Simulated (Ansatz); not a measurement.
# B, omega (AlB2-type): geometry optimisation

Method: DFT, PBEsol, plane waves (420 eV) with PAW, scalar-relativistic in Ansatz 0.2.0. (PAW data from PBE, frozen cores regenerated.)

k-point mesh 11×11×15, Fermi-Dirac smearing 0.1 eV, no spin polarisation. Cell and atoms relax.

Starting structure:

```yaml
crystal:
  lattice:
    - [3.333348267, 0.0, 0.0]
    - [-1.6666741335, 2.8867642789, 0.0]
    - [0.0, 0.0, 2.0433424877]
  atoms:
    - { symbol: B, position: [0.0, 0.0, 0.0] }
    - { symbol: B, position: [0.3333333333, 0.6666666667, 0.5] }
    - { symbol: B, position: [0.6666666667, 0.3333333333, 0.5] }
hamiltonian:
  xc: pbesol
  pseudopotentials:
    kind: paw
    azcp:
      B: "pseudopotentials/B.paw.azcp"
basis:
  ecutwfc: 420
  fft_grid_basis: typed
kpoints:
  mp_grid: { grid: [11, 11, 15], shift: [0, 0, 0] }
magnetization:
  spin_polarized: false
scf:
  occupations: { method: fermi_dirac, width: 0.1 }
relax:
  max_steps: 60
  f_tol: 0.01
  cell: {}
```

Task: What cell does the relaxation end in?

Result: P6/mmm with a = 2.852 Å, c = 2.806 Å (c/a = 0.984); 6.59 Å³ per atom against 6.55 at the start (0.6 %).

The cell has left the omega (AlB2-type) structure type; it ends in P6/mmm.

Task: How much energy does the relaxation gain?

Result: 587.2 meV per atom.

Path of the relaxation (the plane waves are chosen anew near the end, which can shift the energy a little):

| step | E − E(final) (meV/atom) | V (Å³/atom) | P (GPa) | max force (eV/Å) |
| --- | --- | --- | --- | --- |
| 0 | 587.19 | 6.554 | -15.78 | 0.000 |
| 1 | 567.24 | 6.305 | -8.27 | 0.000 |
| 2 | 559.99 | 6.045 | 1.65 | 0.000 |
| 3 | 559.77 | 6.082 | 0.22 | 0.000 |
| 4 | 559.52 | 6.097 | 0.05 | 0.000 |
| 5 | 559.12 | 6.111 | 0.20 | 0.000 |
| 6 | 553.19 | 6.144 | 0.87 | 0.000 |
| 7 | 505.97 | 6.190 | 2.21 | 0.000 |
| 8 | 438.24 | 6.216 | 3.85 | 0.000 |
| 9 | 346.93 | 6.219 | 5.37 | 0.000 |
| 10 | 209.47 | 6.210 | 6.38 | 0.000 |
| 11 | 85.40 | 6.170 | 10.24 | 0.000 |
| 12 | 38.77 | 6.274 | 8.59 | 0.000 |
| 13 | 34.20 | 6.640 | -5.32 | 0.000 |
| 14 | 31.27 | 6.509 | -0.17 | 0.000 |
| 15 | 31.26 | 6.505 | -0.01 | 0.000 |
| 16 | 1.59 | 6.505 | 2.34 | 0.000 |
| 17 | 0.19 | 6.582 | 0.29 | 0.000 |
| 18 | 0.20 | 6.589 | -0.01 | 0.000 |
| 19 | 0.00 | 6.589 | 0.04 | 0.000 |
| 20 | 0.00 | 6.590 | 0.00 | 0.000 |
| 21 | 0.00 | 6.590 | 0.00 | 0.000 |
